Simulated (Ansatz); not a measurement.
PtS₂:
```yaml
crystal:
  lattice:
    - [3.57531, 0.00000, 0.00000]
    - [-1.78766, 3.09631, 0.00000]
    - [0.00000, 0.00000, 31.00000]
  atoms:
    - { symbol: S, position: [0.66667, 0.33333, 0.53962] }
    - { symbol: Pt, position: [0.00000, 0.00000, 0.50000] }
    - { symbol: S, position: [0.33333, 0.66667, 0.46038] }
```
The layer is periodic in x and y and isolated along z.

Relaxed with PBE. Special points in fractions of this cell's reciprocal vectors: Γ (0.000, 0.000, 0.000); M (0.500, 0.000, 0.000); K (0.333, 0.333, 0.000).

List the band energies nearest the valence-band maximum at these points for PBE with spin–orbit coupling (plane waves, PAW; program Ansatz).

In eV from the valence-band maximum; about four levels below and three above (degenerate sets whole), none deeper than 8.9 eV; points with the same levels are listed once.

```
k                    below                above
-  -----------------------  -------------------
Γ  -0.47 -0.47 -0.26 -0.26  3.00 3.00 3.27 3.27
M  -1.49 -1.49 -1.42 -1.42  2.69 2.69 2.98 2.98
K  -0.86 -0.86 -0.68 -0.68  2.07 2.07 2.16 2.16
```

Space group P-3m1 (1T). A layer that has been made, often on a substrate. The cell was relaxed with PBE under the symmetry of its start; whether a distortion lowers the energy is not shown. No spin polarisation was allowed.

Potentials: the later of the program's two PAW sets.
